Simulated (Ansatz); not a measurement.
KF:
```
CELL_PARAMETERS angstrom
      0.00000     2.68512     2.68512
      2.68512     0.00000     2.68512
      2.68512     2.68512     0.00000
ATOMIC_POSITIONS crystal
  K  0.00000 0.00000 0.00000
  F  0.50000 0.50000 0.50000
```

Relaxed with HSE06.

Task: Give the Bader charges and basin volumes of the independent atoms, DFT-HSE06 in the program Ansatz with PAW potentials.

Result: 

| atom | Bader charge (e) | Bader volume (Å³) |
|---|---|---|
| K1 | +0.88 | 19.9 |
| F2 | -0.88 | 18.6 |

Space group Fm-3m (rock salt). The HSE06 relaxation kept the symmetry of its start.

Potentials: the earlier of the program's two PAW sets. The files were generated under PBE; for other functionals the program regenerates the frozen cores, and for LDA and PBEsol the local potential too.
